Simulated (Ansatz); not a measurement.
Level of theory: DFT PBE, scalar-relativistic, plane waves, PAW (Ansatz 0.2.0). Settings: cutoff 420 eV, Γ-centred meshes spaced at most about 0.3 Å⁻¹, and about 0.25 Å⁻¹ or finer for metals (2π included), Gaussian smearing. No spin polarisation in the final relaxations.

These are static total energies at zero pressure.

Compare these two cells of Mo₃W, each relaxed at this level.

A.

```yaml
crystal:
  lattice:
    - [5.52166, 0.00000, 0.00000]
    - [-2.76083, 4.78189, 0.00000]
    - [0.00000, 0.00000, 4.91250]
  atoms:
    - { symbol: Mo, position: [0.16691, 0.33383, 0.25000] }
    - { symbol: Mo, position: [0.66617, 0.83309, 0.25000] }
    - { symbol: Mo, position: [0.16691, 0.83309, 0.25000] }
    - { symbol: Mo, position: [0.83309, 0.66617, 0.75000] }
    - { symbol: Mo, position: [0.33383, 0.16691, 0.75000] }
    - { symbol: Mo, position: [0.83309, 0.16691, 0.75000] }
    - { symbol: W, position: [0.33333, 0.66667, 0.75000] }
    - { symbol: W, position: [0.66667, 0.33333, 0.25000] }
```

B.

```yaml
crystal:
  lattice:
    - [5.05358, 0.00000, 0.00000]
    - [0.00000, 5.05358, 0.00000]
    - [0.00000, 0.00000, 5.05358]
  atoms:
    - { symbol: Mo, position: [0.25000, 0.00000, 0.50000] }
    - { symbol: Mo, position: [0.50000, 0.75000, 0.00000] }
    - { symbol: Mo, position: [0.75000, 0.00000, 0.50000] }
    - { symbol: Mo, position: [0.50000, 0.25000, 0.00000] }
    - { symbol: Mo, position: [0.00000, 0.50000, 0.75000] }
    - { symbol: Mo, position: [0.00000, 0.50000, 0.25000] }
    - { symbol: W, position: [0.00000, 0.00000, 0.00000] }
    - { symbol: W, position: [0.50000, 0.50000, 0.50000] }
```

Question: Which form is favoured at zero pressure, and by what margin per atom?

Answer: B is lower, by 0.37 eV/atom. A has the Ni3Sn (D0_19) type, space group P6_3/mmc (No. 194), 16.2 Å³/atom and no gap on its mesh; B has the A15 type, space group Pm-3n (No. 223), 16.1 Å³/atom and no gap. Counting all near atoms (those within 1.25 times the shortest distance at each site; a plus sign parts nearer from farther groups), A has Mo 12, W 12 and B has Mo 2+12, W 12. Even the lower one lies +0.09 eV/atom against the reference forms of the elements (uncorrected), so neither is stable at this level. Both come from invented guesses. A third cell relaxed alike, in Fm-3m, lies 89 meV/atom below the lower of the two.

Spin–orbit coupling, which can matter for W, is left out. Cells relaxed within their symmetry can be saddle points.
